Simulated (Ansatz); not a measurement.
Polymorphs of TiNF, each relaxed with the program Ansatz at the LDA level (PAW):

A: I4_1md
a = 3.8171 Å, b = 3.8171 Å, c = 9.7709 Å, α = 90.00°, β = 90.00°, γ = 90.00°

```tsv
atom	site	symmetry	x	y	z
Ti	4a	2mm.	0.0000	0.0000	0.5993
N	4a	2mm.	0.0000	0.0000	0.4167
F	4a	2mm.	0.0000	0.0000	0.8590
```

B: Pmmn
a = 3.013 Å, b = 3.886 Å, c = 5.633 Å, α = 90.00°, β = 90.00°, γ = 90.00°

| atom | site | symmetry | x | y | z |
|---|---|---|---|---|---|
| Ti | 2b | mm2 | 0.0000 | 0.5000 | 0.1430 |
| N | 2a | mm2 | 0.0000 | 0.0000 | 0.0832 |
| F | 2a | mm2 | 0.0000 | 0.0000 | 0.6241 |

Put the candidates in order of energy per atom at 0 K, lowest first, for LDA.

B (+0 meV/atom), A (+145 meV/atom)

Give each one's gap.

A 1.61 eV; B 0.58 eV.

Standing as an ambient phase not checked: A; B. Weakly bound layers, chains or molecules computed without a dispersion correction, so cells and soft constants are ill determined: B. All cells were relaxed under the symmetry of their starts (and spin orders); stability against distortions was not tested throughout. Rows with no word on spin ran without spin polarisation.

Energies hold the estimated change up to a 700 eV cutoff; steps of a few meV lie near the error of the meshes.

Potentials: the later of the program's two PAW sets.
